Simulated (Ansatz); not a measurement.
TaSb2:
```xyz
6
Lattice="5.0764 1.8051 0.0000 -5.0764 1.8051 0.0000 -4.1614 0.0000 7.0944" Properties=species:S:1:pos:R:3 pbc="T T T"
Ta     0.1681     1.8051     5.7585
Ta    -4.3295     1.8051     1.3359
Sb    -5.7986     1.8051     3.7941
Sb     1.6373     1.8051     3.3003
Sb    -1.4343     1.8051     0.8056
Sb    -2.7271     1.8051     6.2888
```

Relaxed with LDA. Special points in fractions of this cell's reciprocal vectors: Γ (0.000, 0.000, 0.000); C (0.292, 0.292, 0.000); C2 (-0.292, 0.708, 0.000); Y2 (-0.500, 0.500, 0.000); M2 (-0.500, 0.500, 0.500); D (-0.266, 0.734, 0.500); D2 (0.266, 0.266, 0.500); A (0.000, 0.000, 0.500); L2 (0.000, 0.500, 0.500); V2 (0.000, 0.500, 0.000).

**Question.** List the band energies nearest the Fermi level at these points for LDA in the plane-wave PAW code Ansatz.

**Answer.** In eV from the Fermi level; about four levels below and three above (degenerate sets whole), none deeper than 8.9 eV; points with the same levels are listed once.

```tsv
k	below	above
Γ	-1.66 -1.05 -0.92 -0.52	0.63 1.46 2.24
C	-2.31 -1.63 -1.41 -1.19	0.57 0.92 1.49
Y2	-1.87 -0.95 -0.83 -0.37	0.08 0.48 0.59
M2	-1.57 -1.13 -0.59 -0.58	0.03 0.35 1.00
D	-2.43 -1.96 -1.84 -0.61	0.99 1.19 1.60
A	-1.77 -1.30 -1.04 -0.27	0.17 1.77 1.90
L2	-2.30 -1.79 -1.39 -0.68	0.37 1.20 1.44
V2	-1.95 -1.75 -1.54 -1.09	1.30 1.67 2.14
```

Space group C2/m. The workflow started from a Materials Project entry (that database holds measured and hypothetical structures alike); the Crystallography Open Database copy checked does not list it. Whether it is the stable phase at ambient conditions was not checked. The cell was relaxed with LDA under the symmetry of its start; its stability against distortions is not shown here. The run is not spin-polarised. Scalar-relativistic: spin–orbit coupling is off unless named, which matters more the heavier the elements.

Potentials: the later of the program's two PAW sets.
